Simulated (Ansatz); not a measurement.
Ansatz (a first-principles code) input:

Ansatz 0.2 input:
```yaml
crystal:
  lattice:
    - [3.5360142351, 0.0, 0.0]
    - [0.0, 3.5360142351, 0.0]
    - [0.0, 0.0, 5.0283566696]
  atoms:
    - { symbol: Sc, position: [0.5, 0.0, 0.7089362352] }
    - { symbol: Sc, position: [0.0, 0.5, 0.2910637648] }
    - { symbol: O, position: [0.0, 0.0, 0.5] }
    - { symbol: O, position: [0.5, 0.5, 0.5] }
    - { symbol: F, position: [0.5, 0.5, 0.0] }
    - { symbol: F, position: [0.0, 0.0, 0.0] }
kpoints:
  mp_grid: { grid: [8, 8, 6] }
hamiltonian:
  xc: lda
  pseudopotentials: { kind: paw }
scf:
  occupations: { method: fixed }
elastic: { mode: relaxed_ion, stencil: two_point, amplitude: 0.005, f_tol: 0.0005 }
```

Output (shortened):

```
Pseudopotential: Sc, paw, valence charge 11
Pseudopotential: O, paw, valence charge 6
Pseudopotential: F, paw, valence charge 7
Functional definition: SPW92
Crystal: 6 atoms, lattice volume = 62.872 Å³
Basis set: ecut = 420 eV, 1245 PW (Γ)
Bands: 30, of which v1, the nominal top of the filled ones, is band 24 counted from 1 (23 counted from 0)
Symmetry: 16 space group operations
Space group: P4/nmm (ITA 129), of the structure as read, at distance tolerance 4.0e-5 Å
k-points: 60 of 384
SCF 1 converged in 12 iterations: F = -6888.315581 eV  dr2 = 8.72e-14
relax step   1: F+E_penalty+E_count = -6888.31558128 eV  Δ(F+E_penalty+E_count) = +0.000e0 eV  max|allowed force component| = 1.935e-3 eV/Å  Δτ_max = 0.0000 Å  (12 SCF iters, accepted)
Crystal: 6 atoms, lattice volume = 62.872 Å³
SCF 2 converged in 9 iterations: F = -6888.315581 eV  dr2 = 5.43e-14
relax step   2: F+E_penalty+E_count = -6888.31558140 eV  Δ(F+E_penalty+E_count) = -1.265e-7 eV  max|allowed force component| = 2.678e-4 eV/Å  Δτ_max = 0.0001 Å  (9 SCF iters, accepted)
Crystal: 6 atoms, lattice volume = 62.872 Å³
SCF 3 converged in 4 iterations: F = -6888.315581 eV  dr2 = 3.47e-14
Crystal: 6 atoms, lattice volume = 62.557 Å³
Basis set: ecut = 420 eV, 1237 PW (Γ)
Symmetry: 8 space group operations
k-points: 100 of 384
SCF 4 converged in 11 iterations: F = -6888.314011 eV  dr2 = 4.81e-14
relax step   1: F+E_penalty+E_count = -6888.31401073 eV  Δ(F+E_penalty+E_count) = +0.000e0 eV  max|allowed force component| = 4.700e-2 eV/Å  Δτ_max = 0.0000 Å  (11 SCF iters, accepted)
Crystal: 6 atoms, lattice volume = 62.557 Å³
SCF 5 converged in 10 iterations: F = -6888.314199 eV  dr2 = 5.04e-15
relax step   2: F+E_penalty+E_count = -6888.31419920 eV  Δ(F+E_penalty+E_count) = -1.885e-4 eV  max|allowed force component| = 2.072e-2 eV/Å  Δτ_max = 0.0019 Å  (10 SCF iters, accepted)
Crystal: 6 atoms, lattice volume = 62.557 Å³
SCF 6 converged in 9 iterations: F = -6888.314266 eV  dr2 = 5.62e-14
relax step   3: F+E_penalty+E_count = -6888.31426583 eV  Δ(F+E_penalty+E_count) = -6.664e-5 eV  max|allowed force component| = 1.606e-2 eV/Å  Δτ_max = 0.0019 Å  (9 SCF iters, accepted)
Crystal: 6 atoms, lattice volume = 62.557 Å³
SCF 7 converged in 9 iterations: F = -6888.314367 eV  dr2 = 7.23e-14
relax step   4: F+E_penalty+E_count = -6888.31436658 eV  Δ(F+E_penalty+E_count) = -1.007e-4 eV  max|allowed force component| = 2.390e-2 eV/Å  Δτ_max = 0.0034 Å  (9 SCF iters, accepted)
Crystal: 6 atoms, lattice volume = 62.557 Å³
SCF 8 converged in 10 iterations: F = -6888.314680 eV  dr2 = 3.03e-14
relax step   5: F+E_penalty+E_count = -6888.31468045 eV  Δ(F+E_penalty+E_count) = -3.139e-4 eV  max|allowed force component| = 4.583e-3 eV/Å  Δτ_max = 0.0131 Å  (10 SCF iters, accepted)
Crystal: 6 atoms, lattice volume = 62.557 Å³
SCF 9 converged in 10 iterations: F = -6888.314697 eV  dr2 = 7.21e-15
relax step   6: F+E_penalty+E_count = -6888.31469712 eV  Δ(F+E_penalty+E_count) = -1.667e-5 eV  max|allowed force component| = 3.756e-4 eV/Å  Δτ_max = 0.0039 Å  (10 SCF iters, accepted)
Crystal: 6 atoms, lattice volume = 62.557 Å³
SCF 10 converged in 2 iterations: F = -6888.314697 eV  dr2 = 2.72e-15
Crystal: 6 atoms, lattice volume = 63.186 Å³
SCF 11 converged in 11 iterations: F = -6888.314018 eV  dr2 = 5.83e-14
relax step   1: F+E_penalty+E_count = -6888.31401756 eV  Δ(F+E_penalty+E_count) = +0.000e0 eV  max|allowed force component| = 4.570e-2 eV/Å  Δτ_max = 0.0000 Å  (11 SCF iters, accepted)
Crystal: 6 atoms, lattice volume = 63.186 Å³
SCF 12 converged in 11 iterations: F = -6888.314693 eV  dr2 = 1.14e-14
relax step   2: F+E_penalty+E_count = -6888.31469272 eV  Δ(F+E_penalty+E_count) = -6.752e-4 eV  max|allowed force component| = 1.429e-2 eV/Å  Δτ_max = 0.0181 Å  (11 SCF iters, accepted)
Crystal: 6 atoms, lattice volume = 63.186 Å³
SCF 13 converged in 11 iterations: F = -6888.314510 eV  dr2 = 1.21e-14
relax step   3: F+E_penalty+E_count = -6888.31451039 eV  Δ(F+E_penalty+E_count) = +1.823e-4 eV  max|allowed force component| = 6.657e-2 eV/Å  Δτ_max = 0.0089 Å  (11 SCF iters, rejected (line search))
Crystal: 6 atoms, lattice volume = 63.186 Å³
SCF 14 converged in 11 iterations: F = -6888.314713 eV  dr2 = 6.38e-15
relax step   4: F+E_penalty+E_count = -6888.31471315 eV  Δ(F+E_penalty+E_count) = -2.044e-5 eV  max|allowed force component| = 8.199e-4 eV/Å  Δτ_max = 0.0026 Å  (11 SCF iters, accepted)
Crystal: 6 atoms, lattice volume = 63.186 Å³
SCF 15 converged in 8 iterations: F = -6888.314713 eV  dr2 = 8.76e-14
relax step   5: F+E_penalty+E_count = -6888.31471340 eV  Δ(F+E_penalty+E_count) = -2.432e-7 eV  max|allowed force component| = 4.525e-4 eV/Å  Δτ_max = 0.0006 Å  (8 SCF iters, accepted)
Crystal: 6 atoms, lattice volume = 63.186 Å³
SCF 16 converged in 2 iterations: F = -6888.314713 eV  dr2 = 3.22e-14
Crystal: 6 atoms, lattice volume = 62.557 Å³
Basis set: ecut = 420 eV, 1229 PW (Γ)
SCF 17 converged in 12 iterations: F = -6888.313748 eV  dr2 = 7.71e-15
relax step   1: F+E_penalty+E_count = -6888.31374832 eV  Δ(F+E_penalty+E_count) = +0.000e0 eV  max|allowed force component| = 3.435e-2 eV/Å  Δτ_max = 0.0000 Å  (12 SCF iters, accepted)
Crystal: 6 atoms, lattice volume = 62.557 Å³
SCF 18 converged in 9 iterations: F = -6888.313789 eV  dr2 = 3.16e-14
relax step   2: F+E_penalty+E_count = -6888.31378872 eV  Δ(F+E_penalty+E_count) = -4.040e-5 eV  max|allowed force component| = 2.068e-4 eV/Å  Δτ_max = 0.0012 Å  (9 SCF iters, accepted)
Crystal: 6 atoms, lattice volume = 62.557 Å³
SCF 19 converged in 2 iterations: F = -6888.313789 eV  dr2 = 1.31e-14
Crystal: 6 atoms, lattice volume = 63.186 Å³
SCF 20 converged in 12 iterations: F = -6888.313830 eV  dr2 = 5.62e-15
relax step   1: F+E_penalty+E_count = -6888.31382971 eV  Δ(F+E_penalty+E_count) = +0.000e0 eV  max|allowed force component| = 3.537e-2 eV/Å  Δτ_max = 0.0000 Å  (12 SCF iters, accepted)
Crystal: 6 atoms, lattice volume = 63.186 Å³
SCF 21 converged in 9 iterations: F = -6888.313873 eV  dr2 = 3.02e-14
relax step   2: F+E_penalty+E_count = -6888.31387306 eV  Δ(F+E_penalty+E_count) = -4.335e-5 eV  max|allowed force component| = 4.349e-4 eV/Å  Δτ_max = 0.0012 Å  (9 SCF iters, accepted)
Crystal: 6 atoms, lattice volume = 63.186 Å³
SCF 22 converged in 2 iterations: F = -6888.313873 eV  dr2 = 1.24e-14
Crystal: 6 atoms, lattice volume = 62.871 Å³
Basis set: ecut = 420 eV, 1241 PW (Γ)
Symmetry: 4 space group operations
k-points: 130 of 384
SCF 23 converged in 11 iterations: F = -6888.315339 eV  dr2 = 1.48e-14
relax step   1: F+E_penalty+E_count = -6888.31533935 eV  Δ(F+E_penalty+E_count) = +0.000e0 eV  max|allowed force component| = 3.514e-2 eV/Å  Δτ_max = 0.0000 Å  (11 SCF iters, accepted)
Crystal: 6 atoms, lattice volume = 62.871 Å³
SCF 24 converged in 9 iterations: F = -6888.315429 eV  dr2 = 3.60e-14
relax step   2: F+E_penalty+E_count = -6888.31542896 eV  Δ(F+E_penalty+E_count) = -8.961e-5 eV  max|allowed force component| = 2.410e-2 eV/Å  Δτ_max = 0.0010 Å  (9 SCF iters, accepted)
Crystal: 6 atoms, lattice volume = 62.871 Å³
SCF 25 converged in 9 iterations: F = -6888.315483 eV  dr2 = 8.70e-14
relax step   3: F+E_penalty+E_count = -6888.31548295 eV  Δ(F+E_penalty+E_count) = -5.399e-5 eV  max|allowed force component| = 1.010e-2 eV/Å  Δτ_max = 0.0014 Å  (9 SCF iters, accepted)
Crystal: 6 atoms, lattice volume = 62.871 Å³
SCF 26 converged in 9 iterations: F = -6888.315502 eV  dr2 = 8.86e-15
relax step   4: F+E_penalty+E_count = -6888.31550195 eV  Δ(F+E_penalty+E_count) = -1.900e-5 eV  max|allowed force component| = 7.221e-3 eV/Å  Δτ_max = 0.0009 Å  (9 SCF iters, accepted)
Crystal: 6 atoms, lattice volume = 62.871 Å³
SCF 27 converged in 9 iterations: F = -6888.315512 eV  dr2 = 1.02e-14
relax step   5: F+E_penalty+E_count = -6888.31551173 eV  Δ(F+E_penalty+E_count) = -9.779e-6 eV  max|allowed force component| = 1.932e-3 eV/Å  Δτ_max = 0.0009 Å  (9 SCF iters, accepted)
Crystal: 6 atoms, lattice volume = 62.871 Å³
SCF 28 converged in 7 iterations: F = -6888.315512 eV  dr2 = 3.99e-14
relax step   6: F+E_penalty+E_count = -6888.31551190 eV  Δ(F+E_penalty+E_count) = -1.773e-7 eV  max|allowed force component| = 5.122e-4 eV/Å  Δτ_max = 0.0001 Å  (7 SCF iters, accepted)
Crystal: 6 atoms, lattice volume = 62.871 Å³
SCF 29 converged in 8 iterations: F = -6888.315512 eV  dr2 = 1.86e-14
relax step   7: F+E_penalty+E_count = -6888.31551203 eV  Δ(F+E_penalty+E_count) = -1.305e-7 eV  max|allowed force component| = 7.140e-5 eV/Å  Δτ_max = 0.0002 Å  (8 SCF iters, accepted)
Crystal: 6 atoms, lattice volume = 62.871 Å³
SCF 30 converged in 2 iterations: F = -6888.315512 eV  dr2 = 2.63e-15
Crystal: 6 atoms, lattice volume = 62.871 Å³
SCF 31 converged in 11 iterations: F = -6888.315339 eV  dr2 = 1.45e-14
relax step   1: F+E_penalty+E_count = -6888.31533934 eV  Δ(F+E_penalty+E_count) = +0.000e0 eV  max|allowed force component| = 3.514e-2 eV/Å  Δτ_max = 0.0000 Å  (11 SCF iters, accepted)
Crystal: 6 atoms, lattice volume = 62.871 Å³
SCF 32 converged in 10 iterations: F = -6888.315509 eV  dr2 = 1.17e-14
relax step   2: F+E_penalty+E_count = -6888.31550877 eV  Δ(F+E_penalty+E_count) = -1.694e-4 eV  max|allowed force component| = 3.730e-3 eV/Å  Δτ_max = 0.0044 Å  (10 SCF iters, accepted)
Crystal: 6 atoms, lattice volume = 62.871 Å³
SCF 33 converged in 9 iterations: F = -6888.315510 eV  dr2 = 5.56e-14
relax step   3: F+E_penalty+E_count = -6888.31551022 eV  Δ(F+E_penalty+E_count) = -1.449e-6 eV  max|allowed force component| = 7.205e-3 eV/Å  Δτ_max = 0.0007 Å  (9 SCF iters, accepted)
Crystal: 6 atoms, lattice volume = 62.871 Å³
SCF 34 converged in 9 iterations: F = -6888.315512 eV  dr2 = 1.36e-14
relax step   4: F+E_penalty+E_count = -6888.31551172 eV  Δ(F+E_penalty+E_count) = -1.497e-6 eV  max|allowed force component| = 1.820e-3 eV/Å  Δτ_max = 0.0003 Å  (9 SCF iters, accepted)
Crystal: 6 atoms, lattice volume = 62.871 Å³
SCF 35 converged in 8 iterations: F = -6888.315512 eV  dr2 = 5.18e-14
relax step   5: F+E_penalty+E_count = -6888.31551204 eV  Δ(F+E_penalty+E_count) = -3.191e-7 eV  max|allowed force component| = 6.264e-5 eV/Å  Δτ_max = 0.0002 Å  (8 SCF iters, accepted)
Crystal: 6 atoms, lattice volume = 62.871 Å³
SCF 36 converged in 2 iterations: F = -6888.315512 eV  dr2 = 2.16e-14
Crystal: 6 atoms, lattice volume = 62.871 Å³
k-points: 84 of 384
SCF 37 converged in 11 iterations: F = -6888.314679 eV  dr2 = 6.08e-15
relax step   1: F+E_penalty+E_count = -6888.31467909 eV  Δ(F+E_penalty+E_count) = +0.000e0 eV  max|allowed force component| = 1.461e-4 eV/Å  Δτ_max = 0.0000 Å  (11 SCF iters, accepted)
Crystal: 6 atoms, lattice volume = 62.871 Å³
SCF 38 converged in 2 iterations: F = -6888.314679 eV  dr2 = 6.54e-16
Crystal: 6 atoms, lattice volume = 62.871 Å³
SCF 39 converged in 11 iterations: F = -6888.314679 eV  dr2 = 6.59e-15
relax step   1: F+E_penalty+E_count = -6888.31467908 eV  Δ(F+E_penalty+E_count) = +0.000e0 eV  max|allowed force component| = 1.462e-4 eV/Å  Δτ_max = 0.0000 Å  (11 SCF iters, accepted)
Crystal: 6 atoms, lattice volume = 62.871 Å³
SCF 40 converged in 2 iterations: F = -6888.314679 eV  dr2 = 7.44e-16
SCF converged after 4 iterations
Stability not checked: this state was not tested for a lower state beside it, because too few of the mixer's solves of this state at the end of the SCF gave a …
Free energy (F): -6888.315581 eV
Harris-Foulkes:  -6888.315581 eV  (|F-HF|=9.09e-13)
Internal energy: -6888.315581 eV  (E = F + TS)
E sigma→0 (E₀):  -6888.315581 eV
Fermi energy:    8.611658 eV
--- Per-component energies (eV) ---
  E_band       = -304.167189
  E_kinetic    = 1292.527727
  E_local      = -3018.494824  (includes V_loc(G=0)·N_el)
  E_nonlocal   = 415.029667
  E_hartree    = 1049.380569
  E_xc         = -513.743468
  E_vxc        = -654.053416  (∫ρ·V_xc dr)
  E_paw        = -2486.982438  (= ΣΔE_a)
  E_vpaw       = -437.946576  (= ΣTr[D̂ρ^β])
  E_aug_tail   = 0.009087  (compensation charges beyond the density's cutoff)
  E_ewald      = -3627.072093
  E_core_change = 1.030192  (= ΣΔE_core)
  E_smearing   =  0.000000  (= −TS)
  E_closure    =  0.000000  (closes the sum)
  Σ components = -6888.315581   (vs F -6888.315581, Δ=0.00e0)
--- Forces (eV/Å), atoms counted from 1 ---
  atom   1  Sc     0.00000000     0.00000000    -0.00026790
  atom   2  Sc     0.00000000     0.00000000     0.00026790
  atom   3  O      0.00000000     0.00000000     0.00000000
  atom   4  O      0.00000000     0.00000000     0.00000000
  atom   5  F      0.00000000     0.00000000     0.00000000
  atom   6  F      0.00000000     0.00000000     0.00000000
  max |Σ_I F_I| component: 6.94e-18 eV/Å
--- Stress (GPa, compression-positive) ---
       -0.018714       0.000000       0.000000
        0.000000      -0.018714       0.000000
        0.000000       0.000000      -0.020751
  P = ⅓ Tr σ = -0.0194 GPa (-0.194 kbar)
--- Band table (eV; the first three rows and the last of 60) ---
  k-point 0: bands = ["-38.2157", "-38.1443", "-17.6620", "-17.1544", "-17.1544", "-17.0335", "-16.9901", "-16.9901", "-13.5607", "-12.7142", "-7.5665", "-6.6043", "2.8151", "3.5415", "3.5415", "3.8222", "5.2511", "5.2511", "6.0676", "6.0676", "7.1202", …
  k-point 1: bands = ["-38.2137", "-38.1463", "-17.6281", "-17.1500", "-17.1500", "-17.0845", "-16.9946", "-16.9946", "-13.5277", "-12.7112", "-7.6036", "-6.6227", "3.0396", "3.5524", "3.5524", "4.0243", "5.1541", "5.1541", "6.1468", "6.1468", "6.7717", …
  k-point 2: bands = ["-38.2094", "-38.1507", "-17.5326", "-17.2133", "-17.1403", "-17.1403", "-17.0045", "-17.0045", "-13.4622", "-12.7053", "-7.6776", "-6.6592", "3.5765", "3.5765", "3.6413", "4.5562", "4.9919", "4.9919", "5.9418", "6.2713", "6.2713", …
  k-point 59: bands = ["-38.1543", "-38.1543", "-17.5082", "-17.5082", "-17.2722", "-17.2722", "-17.1670", "-17.1670", "-12.9810", "-12.9810", "-6.6843", "-6.6843", "3.0194", "3.0194", "4.6062", "4.6062", "4.6143", "4.6143", "6.3455", "6.3455", "7.3891", …
--- Elastic constants: 4 strain directions × 2 members + reference (group order 16) ---
  dense FFT box of the reference and of every strained cell: 24×24×36
  strains applied: 11, 33, 23, 12; error gains …
  reference relaxed by the batch: 2 steps …
  largest displacement 5.7e-5 Å; the constants are those of the deck's cell at these positions:
  atoms:
    - { symbol: Sc, position: [0.5, 2.770290390693341e-40, 0.7089248169358083] }
    - { symbol: Sc, position: [0.0, 0.5, 0.29107518306419167] }
    - { symbol: O, position: [0.0, 2.770290390693341e-40, 0.5] }
    - { symbol: O, position: [0.5, 0.5, 0.5] }
    - { symbol: F, position: [0.5, 0.5, 0.0] }
    - { symbol: F, position: [0.0, 2.770290390693341e-40, 0.0] }
  C = ∂σ_k/∂η_j (tension-positive GPa; Voigt order 11 22 33 23 13 12):
       181.126    289.595     69.738      0.000      0.000      0.000
       289.595    181.126     69.738      0.000      0.000      0.000
        69.182     69.182    358.601      0.000      0.000      0.000
         0.000      0.000      0.000     19.529      0.000      0.000
         0.000      0.000      0.000      0.000     19.529      0.000
         0.000      0.000      0.000      0.000      0.000    169.517
  reference stress σ⁰ (GPa):      0.019      0.019      0.021      0.000      0.000      0.000
  moduli (Voigt/Reuss/Hill, GPa): K = 175.32/174.88/175.10   G = 61.20/51.82/56.51   E = 153.07   ν = 0.354
  mechanically stable: NO (min eigenvalue of sym C = -108.47 GPa)
  strain η (Voigt 11):  stress-route row diagonal C_11 = 181.13 GPa, energy-path curvature d²(F+E_count+ΔE)/dδ²/Ω₀ = 180.37 GPa
         δ    σ_11 (GPa)             F (eV)   n_scf  n_hpsi   n_pw
    -5.000e-3      -0.9235       -6888.3146971       2   22318   1248   relax 6 steps, max|allowed force component| 3.76e-4 eV/Å
     5.000e-3       0.8877       -6888.3147134       2   22356   1264   relax 5 steps, max|allowed force component| 4.52e-4 eV/Å
  strain η (Voigt 33):  stress-route row diagonal C_33 = 358.60 GPa, energy-path curvature d²(F+E_count+ΔE)/dδ²/Ω₀ = 358.76 GPa
         δ    σ_33 (GPa)             F (eV)   n_scf  n_hpsi   n_pw
    -5.000e-3      -1.7958       -6888.3137887       2   13384   1240   relax 2 steps, max|allowed force component| 2.07e-4 eV/Å
     5.000e-3       1.7902       -6888.3138731       2   13409   1272   relax 2 steps, max|allowed force component| 4.35e-4 eV/Å
  strain η (Voigt 23):  stress-route row diagonal C_44 = 19.53 GPa, energy-path curvature d²(F+E_count+ΔE)/dδ²/Ω₀ = 19.74 GPa
         δ    σ_23 (GPa)             F (eV)   n_scf  n_hpsi   n_pw
    -5.000e-3      -0.0977       -6888.3155120       2   29080   1252   relax 7 steps, max|allowed force component| 7.14e-5 eV/Å
     5.000e-3       0.0976       -6888.3155120       2   29058   1252   relax 5 steps, max|allowed force component| 6.26e-5 eV/Å
  strain η (Voigt 12):  stress-route row diagonal C_66 = 169.52 GPa, energy-path curvature d²(F+E_count+ΔE)/dδ²/Ω₀ = 169.64 GPa
         δ    σ_12 (GPa)             F (eV)   n_scf  n_hpsi   n_pw
    -5.000e-3      -0.8476       -6888.3146791       2   18798   1248   relax 1 steps, max|allowed force component| 1.46e-4 eV/Å
     5.000e-3       0.8476       -6888.3146791       2   18782   1248   relax 1 steps, max|allowed force component| 1.46e-4 eV/Å
```

Cost: roughly 5 core-minutes on shared cores.

The first step of the workflow began from a Materials Project structure, measured or hypothetical; the Crystallography Open Database copy checked does not list it. Its standing as an ambient phase is unchecked. Symmetry was held in the LDA relaxation. At this level the phase is dynamically unstable (imaginary phonons). The run is not spin-polarised.

Potentials: the later of the program's two PAW sets.

Ansatz is a plane-wave DFT program.
